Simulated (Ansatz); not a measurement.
## Profile along the Zn–Cu line in ZnCu (CsCl type)

ZnCu (CsCl type)

```cif
data_CuZn
_chemical_formula_sum 'Zn1 Cu1'
_space_group_name_H-M_alt 'Pm-3m'
_space_group_IT_number 221
_space_group_name_Hall '-P 4 2 3'
_cell_length_a 2.96382
_cell_length_b 2.96382
_cell_length_c 2.96382
_cell_angle_alpha 90.000
_cell_angle_beta 90.000
_cell_angle_gamma 90.000
loop_
_atom_site_label
_atom_site_type_symbol
_atom_site_symmetry_multiplicity
_atom_site_Wyckoff_symbol
_atom_site_fract_x
_atom_site_fract_y
_atom_site_fract_z
_atom_site_occupancy
Zn1 Zn 1 b 0.50000 0.50000 0.50000 1
Cu1 Cu 1 a 0.00000 0.00000 0.00000 1
```

Fields along a shortest Zn–Cu line of a {110} plane (2.57 Å), from Zn to Cu, interpolated on the slice's grid (step about 0.2 Å). These are PBE (plane waves to 420 eV, PAW, scalar-relativistic; Ansatz, a first-principles code) values and carry that method's errors. k mesh 16×16×16. Inside the PAW spheres the values are not all-electron values, and peaks at nuclei hang on which shells count as valence. ZnCu is run without spin polarisation. ZnCu was relaxed with its symmetry unable to fall.

```csv
distance from Zn (Å),valence electron density (e/Å³),electron localisation function
0.00,45.89,x
0.13,38.22,x
0.26,22.42,x
0.39,9.76,x
0.51,3.72,0.03
0.64,1.56,0.10
0.77,0.81,0.17
0.90,0.49,0.20
1.03,0.34,0.21
1.16,0.27,0.23
1.28,0.26,0.25
1.41,0.28,0.22
1.54,0.36,0.18
1.67,0.59,0.17
1.80,1.25,0.19
1.93,3.01,0.23
2.06,7.45,0.34
2.18,17.91,x
2.31,37.15,x
2.44,59.62,x
2.57,70.27,x
```

x: too close to a nucleus for the ELF to mean much.

Density on the Zn–Cu line (2.57 Å) at its midpoint: 0.26 e/Å³. ELF at that point: 0.2.
